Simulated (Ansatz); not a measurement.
Question: Name crystals whose computed values (the program Ansatz at the PBEsol level (PAW)) fall in these windows: G_Hill (GPa) 48 to 62; Θ_D (K) 600 to 790.

Answer: 

| crystal | G_Hill (GPa) | Θ_D (K) |
|---|---|---|
| Al3BC3, P6_3cm (Pearson symbol hP42) | 53.7 | 668 |
Others may fit too.

Standing as an ambient phase not checked: Al3BC3, P6_3cm (Pearson symbol hP42). The cell was relaxed under the symmetry of its start.

Potentials: the earlier of the program's two PAW sets. The files were generated under PBE; for other functionals the program regenerates the frozen cores, and for LDA and PBEsol the local potential too.
